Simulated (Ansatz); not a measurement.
Ir:
```xyz
14
Lattice="2.7198 0.0000 0.0000 -1.3599 2.3554 0.0000 0.0000 0.0000 31.0661" Properties=species:S:1:pos:R:3 pbc="T T T"
Ir     0.0000     1.5703    23.2996
Ir     1.3599     0.7851    25.5260
Ir     0.0000     0.0000    27.7352
Ir     0.0000     1.5703    29.9571
Ir     1.3599     0.7851     1.1090
Ir     0.0000     0.0000     3.3309
Ir     0.0000     1.5703     5.5401
Ir     1.3599     0.7851     7.7665
Ir     0.0000     1.5703     9.9930
Ir     0.0000     0.0000    12.2022
Ir     1.3599     0.7851    14.4240
Ir     0.0000     1.5703    16.6421
Ir     0.0000     0.0000    18.8639
Ir     1.3599     0.7851    21.0731
```

Relaxed with r²SCAN.

Task: Map the electron localisation function on the plane through (0.333, 0.667, 0.750) spanned by u = [1, 1, 0] and v = [1, -1, 0] in lattice vectors, from r²SCAN (plane waves, PAW; program Ansatz).

Result: x is the fraction of u, y of v (the angle between them is 90°; rows are the nearest grid lines); atoms in the plane: Ir at (0.00, 0.00), Ir at (0.50, 0.50).
```
y \ x   0.000  0.0625  0.188  0.250  0.375  0.438  0.562  0.625  0.750  0.812  0.938   1.00
------  -----  ------  -----  -----  -----  -----  -----  -----  -----  -----  -----  -----
1.00    0.368   0.428  0.583  0.539  0.315  0.321  0.321  0.315  0.539  0.583  0.428  0.368
0.917   0.561   0.572  0.548  0.451  0.255  0.277  0.277  0.255  0.451  0.548  0.572  0.561
0.833   0.470   0.457  0.353  0.291  0.271  0.287  0.287  0.271  0.291  0.353  0.457  0.470
0.750   0.282   0.292  0.353  0.362  0.288  0.253  0.253  0.288  0.362  0.353  0.292  0.282
0.708   0.330   0.339  0.351  0.325  0.291  0.290  0.290  0.291  0.325  0.351  0.339  0.330
0.625   0.347   0.321  0.298  0.380  0.539  0.563  0.563  0.539  0.380  0.298  0.321  0.347
0.542   0.366   0.324  0.403  0.525  0.561  0.487  0.487  0.561  0.525  0.403  0.324  0.366
0.458   0.339   0.300  0.388  0.515  0.558  0.486  0.486  0.558  0.515  0.388  0.300  0.339
0.375   0.293   0.271  0.266  0.358  0.539  0.569  0.569  0.539  0.358  0.266  0.271  0.293
0.292   0.277   0.288  0.320  0.313  0.310  0.318  0.318  0.310  0.313  0.320  0.288  0.277
0.250   0.241   0.253  0.333  0.362  0.321  0.292  0.292  0.321  0.362  0.333  0.253  0.241
0.167   0.451   0.441  0.358  0.310  0.317  0.341  0.341  0.317  0.310  0.358  0.441  0.451
0.0833  0.558   0.571  0.558  0.470  0.287  0.317  0.317  0.287  0.470  0.558  0.571  0.558
0.000   0.368   0.428  0.583  0.539  0.315  0.321  0.321  0.315  0.539  0.583  0.428  0.368
```

The density is the valence pseudo-density with augmentation charge, so density and ELF within about 1 Å of a nucleus are not all-electron values.

Space group P6_3/mmc. The start of the workflow was typed in or built on a structure type; the Crystallography Open Database copy checked does not list it. It is not the phase usual at ambient conditions (space group No. 225). The cell was relaxed with r²SCAN under the symmetry of its start; whether a distortion lowers the energy is not shown. The run is not spin-polarised. Spin–orbit coupling is left out wherever it is not named.

Potentials: the earlier of the program's two PAW sets.
